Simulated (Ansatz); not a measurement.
## Data sheet: Tc (DFT)

Tc:
```cif
data_Tc4
_chemical_formula_sum 'Tc4'
_space_group_name_H-M_alt 'P63/mmc'
_space_group_IT_number 194
_space_group_name_Hall '-P 6c 2c'
_cell_length_a 2.72380
_cell_length_b 2.72380
_cell_length_c 8.72307
_cell_angle_alpha 90.000
_cell_angle_beta 90.000
_cell_angle_gamma 120.000
loop_
_atom_site_label
_atom_site_type_symbol
_atom_site_symmetry_multiplicity
_atom_site_Wyckoff_symbol
_atom_site_fract_x
_atom_site_fract_y
_atom_site_fract_z
_atom_site_occupancy
Tc1 Tc 2 a 0.00000 0.00000 0.00000 1
Tc2 Tc 2 c 0.33333 0.66667 0.25000 1
```

Space group P6_3/mmc (No. 194), dhcp (α-La type); conventional cell a = 2.7238 Å, b = 2.7238 Å, c = 8.7231 Å, α = 90.00°, β = 90.00°, γ = 120.00°.

Method: DFT-PBEsol in the program Ansatz with PAW potentials. Geometry: relaxed at this level of theory. Other levels are named where they apply.

### Cell and energy

Volume per atom: 14.01 Å³
Density: 11.60 g/cm³

### Electronic structure

- Electronic character = metallic (no gap)
- Density of states at the Fermi level = 0.80 states/eV per atom (mean over ±0.08 eV)

The workflow started from a Materials Project entry (that database holds measured and hypothetical structures alike). Its sites differ from those of the usual phase in this space group: another stacking or structure type. The cell was relaxed with PBEsol under the symmetry of its start; whether a distortion lowers the energy is not shown. No spin polarisation was allowed. Axis ratios of metals converge slowly with the k-mesh, so a and c are less sure than the volume. Spin–orbit coupling is left out wherever it is not named.

Potentials: the later of the program's two PAW sets.
